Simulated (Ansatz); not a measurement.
MnHg (Pm-3m); field of 1000 T on the spins.

```
Mn Hg
1.0
     3.31500    0.00000    0.00000
     0.00000    3.31500    0.00000
     0.00000    0.00000    3.31500
Mn Hg
1 1
Direct
  0.50000 0.50000 0.50000
  0.00000 0.00000 0.00000
```

The geometry is a structure as deposited in COD, held fixed and not relaxed.

Settings: PBE, 10×10×10 k mesh, Fermi–Dirac smearing of 0.1 eV. LAPW is all-electron LAPW in Ansatz 0.2.0. Site moments are integrated in spheres about the atoms. Start moments (μB): Mn1 3.9.

Iteration by iteration:

| iteration | Harris–Foulkes energy less the last (meV) | density residual (eV) | M (μB) | ∫|m| (μB) |
| --- | --- | --- | --- | --- |
| 1 | -978.989 | 1.5e+00 | 3.5475 | 3.6905 |
| 2 | -222.850 | 5.3e-02 | 3.9101 | 4.0689 |
| 3 | -16.940 | 6.3e-02 | 3.8977 | 4.1096 |
| 4 | -2.884 | 3.0e-02 | 3.9152 | 4.1374 |
| 5 | -0.274 | 1.6e-02 | 3.9307 | 4.1524 |
| 6 | -5.073 | 1.6e-02 | 3.9268 | 4.1509 |
| 7 | 0.093 | 2.6e-04 | 3.9620 | 4.1850 |
| 8 | -0.178 | 3.1e-04 | 3.9604 | 4.1836 |
| 9 | -0.022 | 1.7e-04 | 3.9609 | 4.1839 |
| 10 | -0.002 | 5.8e-06 | 3.9625 | 4.1853 |
| 11 | 0.000 | 1.9e-07 | 3.9627 | 4.1853 |
| 12 | 0.000 | 7.4e-08 | 3.9625 | 4.1852 |
| 13 | 0.000 | 3.7e-08 | 3.9624 | 4.1851 |
| 14 | 0.000 | 3.1e-09 | 3.9625 | 4.1852 |
| 15 | 0.000 | 2.7e-10 | 3.9625 | 4.1851 |
| 16 | 0.000 | 4.5e-11 | 3.9625 | 4.1851 |
| 17 | 0.000 | 1.8e-12 | 3.9625 | 4.1851 |

Site moments (μB): Mn1 3.96, Hg2 -0.04. Cell moment 3.96 μB.

The Ansatz runs typed with the search for lower states off end where their start leads. Spin–orbit coupling is left out although heavy atoms are present. The magnetic state is the one that this cell and start allow. It needn't be the compound's measured order, which may need a larger cell or be absent.
